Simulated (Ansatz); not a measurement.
HCOOH on a (100) slab of TiC (Fm-3m (No. 225)), 4 planes, outer planes TiC (top) and TiC (bottom), 1 a cell of 36.8 Å², relaxed and still whole (its atoms last):

```
CELL_PARAMETERS angstrom
6.06863 0.00000 0.00000
0.00000 6.06863 0.00000
0.00000 0.00000 27.33185
ATOMIC_POSITIONS crystal
Ti 0.25000 0.25000 0.29270
Ti 0.25000 0.75000 0.29270
Ti 0.75000 0.25000 0.29270
Ti 0.75000 0.75000 0.29270
C 0.50000 0.50000 0.29270
C 0.50000 0.00000 0.29270
C 0.00000 0.50000 0.29270
C 0.00000 0.00000 0.29270
Ti 0.50000 0.50000 0.37120
Ti 0.50000 0.00000 0.37120
Ti 0.00000 0.50000 0.37120
Ti 0.00000 0.00000 0.37120
C 0.75000 0.75000 0.37120
C 0.75000 0.25000 0.37120
C 0.25000 0.75000 0.37120
C 0.25000 0.25000 0.37120
Ti 0.75112 0.75123 0.44906
Ti 0.75108 0.24896 0.44920
Ti 0.24895 0.75110 0.44893
Ti 0.24881 0.24891 0.44906
C 0.99980 0.00023 0.44971
C 0.99978 0.49987 0.44962
C 0.50017 0.00027 0.44962
C 0.50025 0.49978 0.44922
Ti 0.00119 0.99885 0.52927
Ti 0.00087 0.50105 0.52513
Ti 0.49903 0.99921 0.52514
Ti 0.49897 0.50110 0.52471
C 0.25098 0.25144 0.52979
C 0.25179 0.74828 0.52925
C 0.74865 0.25145 0.53088
C 0.74862 0.74908 0.52978
O 0.76370 0.23892 0.63248
C 0.91220 0.08841 0.64185
O 0.01729 0.98206 0.61131
H 0.75006 0.25218 0.59408
H 0.93799 0.06176 0.68139
```

The calculation used Ansatz, DFT PBE+D3(BJ), scalar-relativistic, plane waves, PAW. Cutoff 420 eV; k points 3×3×1 on the computed 37-atom cell (Γ-centred); Gaussian smearing, width 0.10 eV; no spin polarisation. A dipole correction removes the field between periodic images along c.

It binds with 0.98 eV a molecule against the clean slab and the free molecule (no zero-point or thermal terms); its shortest contact is H–C 1.73 Å. Take first-order desorption with no barrier to adsorption, no reaction on the face and an assumed prefactor of 10^13 s⁻¹.

**Question.** How long does a molecule stay at 400 K?

**Answer.** τ = ν⁻¹·exp(E/k_BT) with k_BT = 0.0345 eV: E/k_BT = 28.4, so τ ≈ 2×10^-1 s. It leaves within a purge of seconds.

**Question.** Where does its peak lie in a desorption experiment heated at 1 K/s?

**Answer.** The peak obeys E/(k_B·T_p²) = (ν/β)·exp(−E/k_BT_p). Solving gives T_p ≈ 352 K (E/k_BT_p = 32.3). An error of 0.1 eV in E moves it by about 36 K, and larger molecules have larger prefactors, which lowers it.

**Question.** Is this physisorption or chemisorption?

**Answer.** The tightest contact, O–Ti 2.25 Å, is 0.99 times the sum of covalent radii, and deformation and lateral interaction add up to +0.24 eV. This is chemisorption.

The molecule may also break up before it leaves, which wasn't tried.

Spin polarisation was left out, and a magnetic state may lie lower.